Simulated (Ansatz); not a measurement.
Input for Ansatz (plane-wave DFT), Rb3Ba:

```yaml
crystal:
  lattice:
    - [-3.3826599427, 3.3826599427, 7.3958377081]
    - [3.3826599427, -3.3826599427, 7.3958377081]
    - [3.3826599427, 3.3826599427, -7.3958377081]
  atoms:
    - { symbol: Rb, position: [0.75, 0.25, 0.5] }
    - { symbol: Rb, position: [0.25, 0.75, 0.5] }
    - { symbol: Rb, position: [0.5, 0.5, 0.0] }
    - { symbol: Ba, position: [0.0, 0.0, 0.0] }
basis:
  ecutwfc: 420
kpoints:
  mp_grid: { grid: [1, 1, 1] }
hamiltonian:
  xc: pbe
scf:
  occupations: { method: gaussian, width: 0.1 }
output:
  forces: true
  stress: true
  eigenvalues: true
```

Command:

```bash
ansatz run input.yaml --threads 1 --pin off --max-ram 1331MiB --backend cpu --events-out ev --progress --plain --runs-dir out
```

From the log (HF is the Harris–Foulkes energy, dr2 the density residual in eV):

```text
Pseudopotential: Rb, paw, valence charge 9, recommended cutoff 420 eV (normal)
Pseudopotential: Ba, paw, valence charge 10, recommended cutoff 420 eV (normal)
Crystal: 4 atoms, lattice volume = 338.504 Å³
Basis set: ecut = 420 eV, 6641 PW (Γ), exchange–correlation on 120×120×120 points (8 copies of the dense FFT grid, shifted against one another)
Bands: 23, of which v1, the nominal top of the filled ones, is band 19 counted from 1 (18 counted from 0)
Symmetry: 16 space group operations
Space group: I4/mmm (ITA 139), of the structure as read, at distance tolerance 7.0e-5 Å
k-points: 1
Initial density: superposition of atomic densities, corrected by the library's trained network
SCF iter   1: HF=-15751.508833 eV  Δρ=8.80e-3  dr2=8.56e-1
SCF iter   2: HF=-15751.473516 eV  Δρ=5.91e-3  dr2=4.52e-1
SCF iter   3: HF=-15751.463743 eV  Δρ=1.68e-3  dr2=4.22e-2
SCF iter   4: HF=-15751.467552 eV  Δρ=4.64e-4  dr2=3.62e-3
   ...
SCF iter   7: HF=-15751.467781 eV  Δρ=1.68e-5  dr2=4.00e-6
SCF iter   8: HF=-15751.467781 eV  Δρ=4.27e-6  dr2=1.86e-7
SCF iter   9: F=-15751.467781 eV  HF=-15751.467781 eV  Δρ=1.33e-6  dr2=8.91e-9
SCF 1 converged in 9 iterations: F = -15751.467781 eV  dr2 = 8.91e-9
SCF converged after 9 iterations
Free energy (F): -15751.467781 eV
E sigma→0 (E₀):  -15751.439312 eV
Entropy (-TS):   -0.056938 eV (-14.235 meV/atom)
Fermi energy:    3.323968 eV
--- Forces (eV/Å), atoms counted from 1 ---
  atom   1  Rb    -0.00000000     0.00000000     0.00000000
  atom   2  Rb    -0.00000000     0.00000000    -0.00000000
  atom   3  Rb     0.00000000     0.00000000     0.00000000
  atom   4  Ba    -0.00000000     0.00000000     0.00000000
--- Stress (GPa, compression-positive) ---
       -2.155067       0.000000       0.000000
        0.000000      -2.155067      -0.000000
       -0.000000      -0.000000       0.171917
  P = ⅓ Tr σ = -1.3794 GPa (-13.794 kbar)
```

The inputs are trials, many of them unsound on purpose. Their numbers show the effect of the settings and aren't properties of the material.